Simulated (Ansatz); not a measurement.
How much do the gradients of CdPtC6N6 depend on the method?

Cell: an entry of the Crystallography Open Database (COD), its atoms then relaxed with PBE in this cell.

Space group Fm-3m (No. 225); a = 10.9421 Å.

| site | Wyckoff | site symmetry | x | y | z |
| --- | --- | --- | --- | --- | --- |
| Cd | 4b | m-3m | 0.5000 | 0.5000 | 0.5000 |
| Pt | 4a | m-3m | 0.0000 | 0.0000 | 0.0000 |
| C | 24e | 4m.m | 0.1833 | 0.5000 | 0.5000 |
| N | 24e | 4m.m | 0.2891 | 0.5000 | 0.5000 |

One atom of each set is listed; the run and its k-mesh use a cell of 14 atoms with edges of 7.74, 7.74, 7.74 Å.

First run. Method: Kohn–Sham DFT in Ansatz, PBE, plane waves and PAW, scalar-relativistic, 420 eV cutoff, Γ-centred 5×5×5 k-points, Fermi–Dirac smearing 0.05 eV.

| site | V_zz (10²¹ V/m²) | η |
| --- | --- | --- |
| C | -3.81 | 0.00 |
| N | -5.87 | 0.00 |

Second run. The same atoms and settings, except that the functional is r2SCAN and the cutoff is 500 eV.

Problem. What does the second run give?

Solution. 

```json
{"site": "C", "V_zz": "-4.18", "η": "0.00", "change of V_zz": "-0.37"}
{"site": "N", "V_zz": "-6.16", "η": "0.00", "change of V_zz": "-0.29"}
```

The largest change of V_zz is on C, from -3.81 to -4.18. In per cent, |V_zz| changes by +9 on C, +5 on N (all sites that start above 0.5). Sites without a gradient aren't listed.

Without spin–orbit coupling the gradients at and beside Pt can be off by some per cent, at some sites by more. The database entry as given showed forces above 3 eV/Å or a pressure above 30 GPa, though relaxing it moves no atom far.
For the second run: The largest force is 0.9 eV/Å, so the atoms aren't at the calculated equilibrium and relaxing them would move these values.
